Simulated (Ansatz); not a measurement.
SiC:
```yaml
crystal:
  lattice:
    - [3.07588, 0.00000, 0.00000]
    - [-1.53794, 2.66379, 0.00000]
    - [0.00000, 0.00000, 5.04757]
  atoms:
    - { symbol: Si, position: [0.66667, 0.33333, 0.00051] }
    - { symbol: Si, position: [0.33333, 0.66667, 0.50051] }
    - { symbol: C, position: [0.66667, 0.33333, 0.62469] }
    - { symbol: C, position: [0.33333, 0.66667, 0.12469] }
```

Tensor components refer to the Cartesian frame of this cell.

Q: Give the proper piezoelectric stress tensor with relaxed ions from PBEsol (plane waves, PAW; program Ansatz).

A: In C/m², rows x, y, z, Voigt columns; mesh uncertainty up to 0.01.
```
 0.00   0.00   0.00   0.00   0.08   0.00
 0.00   0.00   0.00   0.08   0.00   0.00
 0.22   0.22  -0.48   0.00   0.00   0.00
```

The elastic tensor of the same run (GPa):

```tsv
	1	2	3	4	5	6
1	503	111	57.5	0.0	0.0	0.0
2	111	503	57.5	0.0	0.0	0.0
3	57.5	57.5	544	0.0	0.0	0.0
4	0.0	0.0	0.0	150	0.0	0.0
5	0.0	0.0	0.0	0.0	150	0.0
6	0.0	0.0	0.0	0.0	0.0	196
```

Q: Convert to strain constants d = e·S.

A: In pC/N:
```
 0.0   0.0   0.0   0.0   0.6   0.0
 0.0   0.0   0.0   0.6   0.0   0.0
 0.4   0.4  -1.0   0.0   0.0   0.0
```

Space group P6_3mc (wurtzite). Symmetry was held in the PBEsol relaxation.

Potentials: the later of the program's two PAW sets.
